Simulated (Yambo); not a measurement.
**Convergence of the G0W0 gap of Ag₂S**

G0W0@PBEsol for Ag2S (space group P2_1/m, No. 11) in Yambo. Reference settings: 4×2×4 Γ-centred k mesh, bands 17 to 155 and a 6 Ry block in the screening, 155 bands in G with the Bruneval-Gonze terminator, plasmon pole fitted at 27.2 eV. The PBEsol gap (0, 0, -0.5) → Γ on this mesh is 1.10 eV; G0W0 gaps are taken between the same points.

| change from the reference | G0W0 gap (0, 0, -0.5) → Γ (eV) | shift of the valence edge (eV) | rough Yambo cost |
|---|---|---|---|
| reference settings | 1.90 | -0.40 | 1 |
| 77 bands in W, 77 bands in G | 2.16 | -0.21 | about 1/3 |
| pole fitted at 15 eV | 1.93 | -0.35 | – |
| 2×1×2 mesh | 1.73 | -0.24 | about 1/20 |
| 110 bands in G, no terminator | 1.79 | -0.03 | – |
| no terminator | 1.81 | -0.19 | – |

The reference isn't shown to be the converged limit. Costs are rough (shared machines), scaled to the same edge states, and given only for runs that recompute the screening.

Spin-orbit splittings are left out.

Geometry of the Materials Project entry, not relaxed at this level; primitive cell a = 4.222 Å, b = 7.405 Å, c = 4.234 Å, α = 90.00°, β = 111.80°, γ = 90.00°.

The structure is a Materials Project entry; no match was found in the copy of COD used, and its stability was not checked.

A shift is the quasiparticle energy of the state minus its PBEsol energy.
